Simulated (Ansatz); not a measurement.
Relaxed-ion elastic tensor of AlRu (CsCl type, Pm-3m) in GPa (Voigt order), plane-wave PAW r²SCAN (Ansatz code); density 8.02 g/cm³, 13.26 Å³ per atom.

```
348  157  157  0.0  0.0  0.0
157  348  157  0.0  0.0  0.0
157  157  348  0.0  0.0  0.0
0.0  0.0  0.0  136  0.0  0.0
0.0  0.0  0.0  0.0  136  0.0
0.0  0.0  0.0  0.0  0.0  136
```

Is the crystal mechanically stable?

Yes: the smallest eigenvalue of C is 136 GPa.

Work out the Voigt, Reuss and Hill averages.

K_V = 221, K_R = 221, K_H = 221; G_V = 120, G_R = 116, G_H = 118 GPa.

Give Young's modulus, Poisson's ratio, Pugh's ratio and the universal anisotropy index.

E = 9KG/(3K + G) = 300 GPa; ν = 0.27; K/G = 1.87 (ductile by the Pugh limit of 1.75); A_U = 5G_V/G_R + K_V/K_R − 6 = 0.15.

Estimate the sound speeds and the Debye temperature.

v_l = √((K + 4G/3)/ρ) = 6870 m/s, v_t = √(G/ρ) = 3830 m/s, mean 4270 m/s; Θ = (h/k)(3n/4πV)^(1/3) v_m = 537 K.

Give the Zener ratio and Young's modulus along [100], [110] and [111].

A = 2C44/(C11 − C12) = 1.43; 1/E = S11 − 2(S11 − S12 − S44/2)Γ with Γ = 0, 1/4, 1/3 gives 250, 311, 338 GPa.

Solve the Christoffel equation for the three sound speeds along [100], [110], [111].

Eigenvalues of C_ijkl n_j n_l equal ρv². In km/s, slowest first: [100] 4.12, 4.12, 6.59; [110] 3.45, 4.12, 6.96; [111] 3.68, 3.68, 7.08.

The r²SCAN relaxation kept the symmetry of its start. No spin polarisation was allowed. As this level gives no gap, shear constants depend on the k-mesh and smearing (Fermi–Dirac, 0.1 eV here).

Potentials: the later of the program's two PAW sets.
